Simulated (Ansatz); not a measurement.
Values for one crystal, relaxed and computed with the program Ansatz at the r²SCAN+D4 level (PAW); other levels are named.

```yaml
volume_per_atom: 30.73 Å³
electronic_character: no gap, with almost no states at the Fermi level (zero-gap or semimetallic)
Poisson's ratio: 0.23
Elastic constants (relaxed ions, GPa): C11 = 73.3, C12 = 23.0, C13 = 15.9, C14 = -10.0, C33 = 27.0, C44 = 20.2
debye_temperature_from_the_elastic_constants: 183 K
highest_zone_centre_frequency: 189 cm⁻¹
Density of states at the Fermi level: 0.02 states/eV per atom (mean over ±0.08 eV)
```

Problem. Pick the material that matches.
A. CuTiS2, P-3m1 (S on 2d, Ti on 1a, Cu on 1b)
B. Te2Mo, P2_1/m (Pearson symbol mP12)
C. Ge2Sb2Te5, P-3m1 (Pearson symbol hP9)
D. NbTe2, CdI2 type

Solution. C, Ge2Sb2Te5, P-3m1 (Pearson symbol hP9)

The cell was relaxed with r²SCAN+D4 under the symmetry of its start. A small band overlap can be real or an error of a semilocal functional. As this level gives no gap, shear constants depend on the k-mesh and smearing (Fermi–Dirac, 0.1 eV here). As this level gives no gap, phonon frequencies hold no LO–TO term and depend on the k-mesh and smearing (Fermi–Dirac, 0.1 eV here). Scalar-relativistic: spin–orbit coupling is off unless named, which matters more the heavier the elements.

Potentials: the later of the program's two PAW sets.
